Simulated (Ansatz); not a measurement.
With the program Ansatz at the PBEsol level (PAW), Sb2W in the orthorhombic phase (Cmc2_1; W on 4a, Sb on 4a, Sb on 4a) relaxes to a = 3.361 Å, b = 12.833 Å, c = 5.944 Å. Its formation energy from the elements is 0.31 eV/atom, with no fitted shifts.

Electronic character: metallic (no gap).

The start of the workflow was typed in or built on a structure type; neither database checked (COD, Materials Project) lists it. Its standing as an ambient phase is unchecked. The PBEsol relaxation kept the symmetry of its start; its stability against distortions is not shown here. No spin polarisation was allowed. The volume moved by -21 % from the start of the relaxation. Its formation energy is positive at this level, so the cell may be metastable or incomplete. The references are the lowest solids computed at this level, not always the standard phases. Spin–orbit coupling is left out wherever it is not named.

Potentials: the later of the program's two PAW sets.
